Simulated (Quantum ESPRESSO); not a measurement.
# Moving one atom in HfTa2O6F2

The results below are calculated, not measured. They come from pw.x of Quantum ESPRESSO 7.5, a plane-wave density functional program, with PseudoDojo standard norm-conserving files (v0.5 for PBE, v0.4.1 for LDA and PBEsol). The cells are made up: elements, strain and atom displacements were drawn at random, and nothing was relaxed. There is no spin polarisation, spin-orbit coupling or dispersion term.

The hafnium file is less sure than the others, with forces about 3 percent (worst 6) and pressure in oxides about 1.5 GPa (worst 2.7) from a second method in checks, which no rerun with the same files tests.

The cell has 12 sites of a fluorite lattice. Sites 1 to 4 hold Hf Ta Ta empty; sites 5 to 12 hold O F O O F O O O. Cell vectors in Å: (5.009, 0.000, 0.000); (0.000, 5.009, 0.000); (0.000, 0.000, 5.009). Settings: PBE, cutoff 1143 eV, 4 x 4 x 4 k mesh shifted by half a step, Fermi-Dirac smearing of 0.025 eV.

Each run shifts the O atom on site 8 along x and leaves all else fixed. Site 2 is one of its nearest neighbours. E is the free energy of the cell above the lowest run shown. The last column is band 45 less band 44 at Gamma, from a band step after each run.

| run | shift (Å) | Fx on site 8 (eV/Å) | Fx on site 2 (eV/Å) | P (GPa) | E (meV) | level step at Gamma (eV) |
| --- | --- | --- | --- | --- | --- | --- |
| 1 | -0.1081 | -0.138 | 0.946 | -10.15 | 0.0 | 0.909 |
| 2 | -0.0603 | -0.552 | 0.975 | -10.43 | 16.6 | 0.918 |
| 3 | -0.0387 | -0.729 | 0.981 | -10.52 | 30.5 | 0.923 |
| 4 | -0.0041 | -1.005 | 0.984 | -10.65 | 60.5 | 0.932 |
| 6 | 0.0398 | -1.337 | 0.973 | -10.74 | 112.0 | 0.943 |
| 7 | 0.0804 | -1.634 | 0.949 | -10.77 | 172.3 | 0.955 |
| 5 | 0.0078 | ? | ? | ? | ? | ? |

A rerun of one of these cells at 1437 eV and k mesh 6 x 6 x 6 moved values by no more than 0.002 eV in the cell's energy, 0.05 GPa in stress and 0.006 eV/Å in force.

## Worked fit

A parabola through the six runs shown gives Fx on site 8 = -1.037 - 7.79 u + 4.8 u² eV/Å, with u in Å and a scatter of 0.003 eV/Å. Minus the slope, 7.79 ± 0.06 eV/Å², is this atom's force constant along x at u = 0, with its periodic images moving too. The fitted force does not vanish within the range. The error is the larger of the fit's own and the change that a cubic makes, rounded up.

## Withheld run

Question: what Fx on site 8 should run 5 give?

The fit gives -1.097 eV/Å. The calculation gave -1.097 eV/Å.

| run | shift (Å) | Fx on site 8 (eV/Å) | Fx on site 2 (eV/Å) | P (GPa) | E (meV) | level step at Gamma (eV) |
| --- | --- | --- | --- | --- | --- | --- |
| 5 | 0.0078 | -1.097 | 0.983 | -10.68 | 73.0 | 0.935 |